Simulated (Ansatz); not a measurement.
LiC6:
```cif
data_C6Li
_chemical_formula_sum 'Li1 C6'
_space_group_name_H-M_alt 'P6/mmm'
_space_group_IT_number 191
_space_group_name_Hall '-P 6 2'
_cell_length_a 4.30943
_cell_length_b 4.30943
_cell_length_c 3.65619
_cell_angle_alpha 90.000
_cell_angle_beta 90.000
_cell_angle_gamma 120.000
loop_
_atom_site_label
_atom_site_type_symbol
_atom_site_symmetry_multiplicity
_atom_site_Wyckoff_symbol
_atom_site_fract_x
_atom_site_fract_y
_atom_site_fract_z
_atom_site_occupancy
Li1 Li 1 a 0.00000 0.00000 0.00000 1
C1 C 6 k 0.33360 0.33360 0.50000 1
```

Relaxed at zero pressure with DFT-PBEsol in the program Ansatz with PAW potentials.

The volume is raised by 6 % and shape and atoms relax at that volume. What pressure results, and how do the axes share the change?

-3.3 GPa; a 0.3 %, b 0.3 %, c 5.3 %; the energy rises by 5 meV/atom.

Give the new structure.


Space group P6/mmm (No. 191); a = b = 4.3235 Å, c = 3.8504 Å, α = β = 90.00°, γ = 120.00°

```json
[
 {"atom": "Li", "site": "1a", "symmetry": "6/mmm", "x": "0.0000", "y": "0.0000", "z": "0.0000"},
 {"atom": "C", "site": "6k", "symmetry": "m2m", "x": "0.3335", "y": "0.3335", "z": "0.5000"}
]
```

The phase is kept; no other phase was compared at this pressure.

The workflow started from a Materials Project entry (that database holds measured and hypothetical structures alike); the Crystallography Open Database copy checked does not list it. Its standing as an ambient phase is unchecked. Symmetry was held in the PBEsol relaxation; of distortions, only those at the zone centre were tested.

Potentials: the later of the program's two PAW sets.
